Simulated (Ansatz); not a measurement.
Geometry optimisation in Ansatz: input, command and trajectory.

```yaml
crystal:
  lattice:
    - [4.1860744992, 0.0, 0.0]
    - [0.0, 4.1860744992, 0.0]
    - [0.0, 0.0, 4.1860744992]
  atoms:
    - { symbol: Na, position: [0.0, 0.0, 0.0] }
    - { symbol: Ag, position: [0.0, 0.5, 0.5] }
    - { symbol: Ag, position: [0.5, 0.0, 0.5] }
    - { symbol: Ag, position: [0.5, 0.5, 0.0] }
basis:
  ecutwfc: 500
kpoints:
  mp_grid: { grid: [8, 8, 8] }
hamiltonian:
  xc: r2scan
scf:
  occupations: { method: gaussian, width: 0.1 }
output:
  forces: true
  stress: true
  eigenvalues: true
  write_density: true
  write_potential: true
  elf: true
  volumetric_format: npy
relax:
  adjacent_minimum: "off"
  f_tol: 0.025
  max_steps: 70
  cell: { stress_tol: 0.12 }
```

```bash
ansatz run input.yaml --threads 2 --pin off --max-ram 5120MiB --backend cpu --events-out ev --progress --plain --runs-dir out
```

Method: DFT r2SCAN, scalar-relativistic, plane waves, PAW in Ansatz.

Of 3 frames 3 are shown, positions in Å and forces in eV/Å; the SCF threshold varies from step to step. Steps run on the plane waves of an earlier cell, with a Pulay correction in the pressure. The basis is chosen afresh for the last frame, the zero of the energies, and can be on the way; energy and pressure step there, also at an unchanged geometry.

```xyz
4
Lattice="4.1861 0.0000 0.0000 0.0000 4.1861 0.0000 0.0000 0.0000 4.1861" Properties=species:S:1:pos:R:3:forces:R:3 pbc="T T T" step=1 free_energy_over_end_meV_per_atom=0.01 pressure_GPa=-0.14
Na    0.0000    0.0000    0.0000    0.0000    0.0000    0.0000
Ag    0.0000    2.0930    2.0930    0.0000    0.0000    0.0000
Ag    2.0930    0.0000    2.0930    0.0000    0.0000    0.0000
Ag    2.0930    2.0930    0.0000    0.0000    0.0000    0.0000
4
Lattice="4.1818 0.0000 0.0000 0.0000 4.1818 0.0000 0.0000 0.0000 4.1818" Properties=species:S:1:pos:R:3:forces:R:3 pbc="T T T" step=2 free_energy_over_end_meV_per_atom=-0.03 pressure_GPa=0.05
Na    0.0000    0.0000    0.0000    0.0000    0.0000    0.0000
Ag    0.0000    2.0909    2.0909    0.0000    0.0000    0.0000
Ag    2.0909    0.0000    2.0909    0.0000    0.0000    0.0000
Ag    2.0909    2.0909    0.0000    0.0000    0.0000    0.0000
4
Lattice="4.1818 0.0000 0.0000 0.0000 4.1818 0.0000 0.0000 0.0000 4.1818" Properties=species:S:1:pos:R:3:forces:R:3 pbc="T T T" step=3 free_energy_over_end_meV_per_atom=0.00 pressure_GPa=0.05
Na    0.0000    0.0000    0.0000    0.0000    0.0000    0.0000
Ag    0.0000    2.0909    2.0909    0.0000    0.0000    0.0000
Ag    2.0909    0.0000    2.0909    0.0000    0.0000    0.0000
Ag    2.0909    2.0909    0.0000    0.0000    0.0000    0.0000
```

The run took 5.5 s on 2 threads of AMD EPYC 9B45 (Zen 5) (shared host), peak memory 0.62 GiB.